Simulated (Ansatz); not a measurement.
SiB12C2:
```cif
data_C2B12Si
_chemical_formula_sum 'B12 C2 Si1'
_space_group_name_H-M_alt 'P 1'
_space_group_IT_number 1
_cell_length_a 5.31986
_cell_length_b 5.31986
_cell_length_c 5.31986
_cell_angle_alpha 64.035
_cell_angle_beta 64.035
_cell_angle_gamma 64.035
loop_
_space_group_symop_operation_xyz
  'x, y, z'
loop_
_atom_site_label
_atom_site_type_symbol
_atom_site_fract_x
_atom_site_fract_y
_atom_site_fract_z
_atom_site_occupancy
B1 B 0.31612 0.80944 0.80944 1
B2 B 0.68388 0.19056 0.19056 1
B3 B 0.80944 0.31612 0.80944 1
B4 B 0.19056 0.68388 0.19056 1
B5 B 0.80944 0.80944 0.31612 1
B6 B 0.19056 0.19056 0.68388 1
B7 B 0.67277 0.99368 0.99368 1
B8 B 0.32723 0.00632 0.00632 1
B9 B 0.99368 0.67277 0.99368 1
B10 B 0.00632 0.32723 0.00632 1
B11 B 0.99368 0.99368 0.67277 1
B12 B 0.00632 0.00632 0.32723 1
C1 C 0.63480 0.63480 0.63480 1
C2 C 0.36520 0.36520 0.36520 1
Si1 Si 0.50000 0.50000 0.50000 1
```

Relaxed with r²SCAN. 

Problem. HSE06 on this cell (Ansatz, an electronic-structure program, PAW) gives a gap of 2.35 eV. What does r²SCAN give?

Solution. 1.87 eV.

Cost on shared cores: the r²SCAN run (SCF on a 6×6×6 mesh, then bands and DOS) roughly 3 core-minutes, the HSE06 run (SCF on 4×4×4, then a few points) about 11 core-minutes (a rough figure); the tasks are unlike.

Space group R-3m. The start of the workflow was typed in or built on a structure type; neither database checked (COD, Materials Project) lists it. Whether it is the stable phase at ambient conditions was not checked. The r²SCAN relaxation kept the symmetry of its start; its stability against distortions is not shown here.

Potentials: the earlier of the program's two PAW sets.

Ansatz is a plane-wave DFT program.
